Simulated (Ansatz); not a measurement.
Ansatz (a first-principles code) input:

Ansatz 0.2 input:
```yaml
crystal:
  lattice:
    - [-2.6236661842, 4.7537703693, 4.4516630768]
    - [2.6236661842, -4.7537703693, 4.4516630768]
    - [2.6236661842, 4.7537703693, -4.4516630768]
  atoms:
    - { symbol: Si, position: [0.9277140646, 0.8442148681, 0.0834991966] }
    - { symbol: Si, position: [0.0722859354, 0.1557851319, 0.9165008034] }
    - { symbol: Si, position: [0.2607156715, 0.8442148681, 0.4165008034] }
    - { symbol: Si, position: [0.7392843285, 0.1557851319, 0.5834991966] }
    - { symbol: O, position: [0.1280684052, 0.8780684052, 0.25] }
    - { symbol: O, position: [0.8719315948, 0.1219315948, 0.75] }
    - { symbol: O, position: [0.79061966, 0.5, 0.79061966] }
    - { symbol: O, position: [0.20938034, 0.5, 0.20938034] }
    - { symbol: O, position: [0.20938034, 0.0, 0.70938034] }
    - { symbol: O, position: [0.79061966, 0.0, 0.29061966] }
    - { symbol: O, position: [0.0, 0.0, 0.0] }
    - { symbol: O, position: [0.5, 0.0, 0.5] }
kpoints:
  mp_grid: { grid: [4, 4, 4] }
hamiltonian:
  xc: hse06
  pseudopotentials: { azcp: { folder: ./paw }, kind: paw }
scf:
  n_extra_bands: 12
  occupations: { method: fixed }
output:
  eigenvalues: true
  eigenstates:
    e_range: [-9.0, 17.3]
    kpoints:
      - [0.0, 0.0, 0.0]  # VBM
      - [0.0, 0.0, 0.0]  # CBM
      - [0.0, 0.0, 0.0]  # GAMMA
      - [0.5, -0.5, 0.5]  # X
      - [0.5, 0.0, 0.0]  # S
      - [0.0, 0.5, 0.0]  # R
      - [0.0, 0.0, 0.5]  # T
      - [0.25, 0.25, 0.25]  # W
      - [-0.3261519039, 0.3261519039, 0.3261519039]  # SIGMA_0
      - [0.3261519039, -0.3261519039, 0.6738480961]  # F_0
      - [0.4692341399, 0.4692341399, -0.4692341399]  # LAMBDA_0
      - [0.5307658601, -0.4692341399, 0.4692341399]  # G_0
```

Output (shortened):

```
Pseudopotential: Si, paw, valence charge 4
Pseudopotential: O, paw, valence charge 6
Functional definition: HSE06
davidson cushion auto → on  (no smearing: the cushion is to keep the highest requested band from converging to the state above it …
Crystal: 12 atoms, lattice volume = 222.090 Å³
Basis set: ecut = 420 eV, 4305 PW (Γ)
Bands: 44, of which v1, the nominal top of the filled ones, is band 32 counted from 1 (31 counted from 0)
Symmetry: 8 space group operations
Space group: Imma (ITA 74), of the structure as read, at distance tolerance 6.1e-5 Å
k-points: 18 of 64
SCF iter   1: F=—  HF=-7103.677523 eV  |F-HF|=—  |Δ(HF+E_count)|=         —  Δρ=1.15e-1  dr2=2.64e1  ethr=1.00e-1  ⟨swp⟩=5.4  Hψ=2984  notcnv=0
preconditioner: auto → none
SCF iter   2: F=—  HF=-7097.069917 eV  |F-HF|=—  |Δ(HF+E_count)|=    6.61e0  Δρ=5.90e-2  dr2=3.29e0  ethr=4.12e-2  ⟨swp⟩=3.9  Hψ=2392  notcnv=0
iter 3 solved again at ethr=4.85e-4 eV; its pass at ethr=5.14e-3 eV (dr2=3.10e-1 eV) is discarded
SCF iter   3: F=—  HF=-7096.255106 eV  |F-HF|=—  |Δ(HF+E_count)|=   8.15e-1  Δρ=1.80e-2  dr2=3.12e-1  ethr=4.85e-4  ⟨swp⟩=4.1  Hψ=4082  notcnv=0  defer=6
SCF iter   4: F=—  HF=-7096.282915 eV  |F-HF|=—  |Δ(HF+E_count)|=   2.78e-2  Δρ=2.62e-3  dr2=1.24e-2  ethr=4.85e-4  ⟨swp⟩=4.2  Hψ=2050  notcnv=0  defer=2
SCF iter   5: F=-7096.279612 eV  HF=-7096.280916 eV  |F-HF|=1.30e-3  |Δ(HF+E_count)|=   2.00e-3  Δρ=9.75e-4  dr2=2.13e-3  ethr=1.93e-5  ⟨swp⟩=4.3  Hψ=2493  notcnv=0
SCF 1 stopped early in 5 iterations: F = -7096.279612 eV  dr2 = 2.13e-3
Crystal: 12 atoms, lattice volume = 222.090 Å³
Exchange kernel: α = 0.2500, screened, ω = 0.2079 Å⁻¹, Wigner–Seitz truncation, v(0) = 1046.6108 eV·Å³, q-mesh 4×4×4, nearest image of the exchange supercell L …
Frozen-core exchange: fock
SCF iter   1: F=—  HF=-7097.711562 eV  |F-HF|=—  |Δ(HF+E_count)|=         —  Δρ=5.91e-3  dr2=6.69e-2  ethr=3.33e-5  ⟨swp⟩=8.1  Hψ=3828  notcnv=0
preconditioner: auto → none
SCF iter   2: F=—  HF=-7097.687413 eV  |F-HF|=—  |Δ(HF+E_count)|=   2.41e-2  Δρ=1.65e-3  dr2=6.00e-3  ethr=3.33e-5  ⟨swp⟩=3.7  Hψ=2296  notcnv=0
SCF iter   3: F=—  HF=-7097.705347 eV  |F-HF|=—  |Δ(HF+E_count)|=   1.79e-2  Δρ=5.62e-4  dr2=7.16e-4  ethr=6.55e-6  ⟨swp⟩=4.5  Hψ=2666  notcnv=0
SCF iter   4: F=—  HF=-7097.705125 eV  |F-HF|=—  |Δ(HF+E_count)|=   2.22e-4  Δρ=8.55e-5  dr2=2.57e-5  ethr=1.02e-6  ⟨swp⟩=3.1  Hψ=2082  notcnv=0
SCF iter   5: F=-7097.705307 eV  HF=-7097.705315 eV  |F-HF|=7.72e-6  |Δ(HF+E_count)|=   1.90e-4  Δρ=8.35e-5  dr2=1.19e-5  ethr=1.76e-8  ⟨swp⟩=7.3  Hψ=3452  notcnv=0  defer=20
SCF 2 stopped early in 5 iterations: F = -7097.705307 eV  dr2 = 1.19e-5
hybrid outer 1: dexx = +2.215e-2 eV, tail = 5.96e-5 eV
Crystal: 12 atoms, lattice volume = 222.090 Å³
Exchange kernel: α = 0.2500, screened, ω = 0.2079 Å⁻¹, Wigner–Seitz truncation, v(0) = 1046.6108 eV·Å³, q-mesh 4×4×4, nearest image of the exchange supercell L …
Frozen-core exchange: fock
SCF iter   1: F=—  HF=-7097.705577 eV  |F-HF|=—  |Δ(HF+E_count)|=         —  Δρ=5.31e-5  dr2=2.81e-6  ethr=4.66e-7  ⟨swp⟩=4.4  Hψ=1857  notcnv=0
preconditioner: auto → none
iter 2 solved again at ethr=2.96e-10 eV; its pass at ethr=3.76e-9 eV (dr2=1.90e-7 eV) is discarded
SCF iter   2: F=—  HF=-7097.705577 eV  |F-HF|=—  |Δ(HF+E_count)|=   6.67e-7  Δρ=1.42e-5  dr2=2.40e-7  ethr=2.96e-10  ⟨swp⟩=2.1  Hψ=4810  notcnv=0
SCF iter   3: F=-7097.705577 eV  HF=-7097.705577 eV  |F-HF|=1.33e-8  |Δ(HF+E_count)|=   8.93e-8  Δρ=4.97e-6  dr2=7.30e-8  ethr=2.96e-10  ⟨swp⟩=3.0  Hψ=2304  notcnv=0
SCF 3 converged in 3 iterations: F = -7097.705577 eV  dr2 = 7.30e-8
hybrid outer 2: dexx = +5.275e-7 eV, tail = 1.61e-7 eV, Δε = 4.06e-3 eV (about 3.03e-4 eV left of the loop's levels)
the search or the solves at the SCF's close seem to have found levels that the self-consistency loop had missed (the run counts 1) …
NSCF: frozen V_eff on 12 k-points
hybrid SCF converged: 2 outer / 8 inner (+5 warm-up), last move |dexx| = 5.27e-7 eV, tail = 1.61e-7 eV
Stability not checked (fock_operator)
Free energy (F): -7097.705578 eV
Frozen-core exchange: fock
Harris-Foulkes:  -7097.705578 eV  (|F-HF|=1.33e-8)
Internal energy: -7097.705578 eV  (E = F + TS)
E sigma→0 (E₀):  -7097.705578 eV
Fermi energy:    -1.818992 eV
--- Per-component energies (eV) ---
  E_band       = -599.314651
  E_kinetic    = 1566.818100
  E_local      = -6026.613260  (includes V_loc(G=0)·N_el)
  E_nonlocal   = 496.045753
  E_hartree    = 2391.585201
  E_xc         = -646.937167
  E_vxc        = -741.944908  (∫ρ·V_xc dr)
  E_exx        = -184.587659  (= α·E_x^exact, valence–valence)
  E_paw        = -3333.597780  (= ΣΔE_a)
  E_vpaw       = -307.622930  (= ΣTr[D̂ρ^β])
  E_aug_tail   = 0.006627  (compensation charges beyond the density's cutoff)
  E_ewald      = -1359.975648
  E_core_change = -0.449744  (= ΣΔE_core)
  E_smearing   =  0.000000  (= −TS)
  E_closure    =  0.000000  (closes the sum)
  Σ components = -7097.705578   (vs F -7097.705578, Δ=0.00e0)
  [band-id]    e_kinetic+e_local+e_nonlocal+2·e_hartree+e_vxc+2·e_exx+e_vpaw+e_augmentation_tail = -599.315534   (vs E_band -599.314651, Δ=-8.83e-4)
--- Band table (eV; the first three rows and the last of 18) ---
  k-point 0: bands = ["-22.8917", "-21.9301", "-21.4266", "-21.3720", "-20.8036", "-20.7474", "-20.7365", "-20.7282", "-11.1669", "-10.7088", "-10.1023", "-7.8602", "-7.7166", "-7.6995", "-7.6169", "-7.0675", "-5.4722", "-5.2369", "-4.5790", "-4.5607", …
  k-point 1: bands = ["-22.7359", "-21.8268", "-21.7877", "-21.3547", "-20.7886", "-20.7478", "-20.7354", "-20.7328", "-11.0930", "-10.2615", "-10.0841", "-8.0291", "-7.7461", "-7.7241", "-7.5560", "-7.0497", "-5.4452", "-5.3221", "-4.7595", "-4.4327", …
  k-point 2: bands = ["-22.3167", "-22.3167", "-21.5759", "-21.5759", "-20.7613", "-20.7613", "-20.7372", "-20.7372", "-10.6844", "-10.6844", "-8.9292", "-8.9292", "-7.6961", "-7.6961", "-7.2631", "-7.2631", "-5.4444", "-5.4444", "-4.6799", "-4.6799", …
  k-point 17: bands = ["-22.4841", "-22.4212", "-21.9400", "-20.7678", "-20.7589", "-20.7416", "-20.7350", "-20.7253", "-12.2194", "-9.8637", "-8.8748", "-8.8190", "-7.9996", "-7.5006", "-7.2728", "-7.2680", "-5.3100", "-5.2348", "-4.8467", "-4.7397", …
```

Cost: roughly 10 core-minutes on shared cores.

The points marked VBM and CBM come from a semilocal run.

The first step of the workflow began from a Materials Project structure, measured or hypothetical; the Crystallography Open Database copy checked does not list it. It is not the phase usual at ambient conditions (space group No. 92, 152, 154). The cell was relaxed with r²SCAN under the symmetry of its start. At this level the phase is dynamically unstable (imaginary phonons).

Potentials: the earlier of the program's two PAW sets.

Ansatz is a plane-wave DFT program.
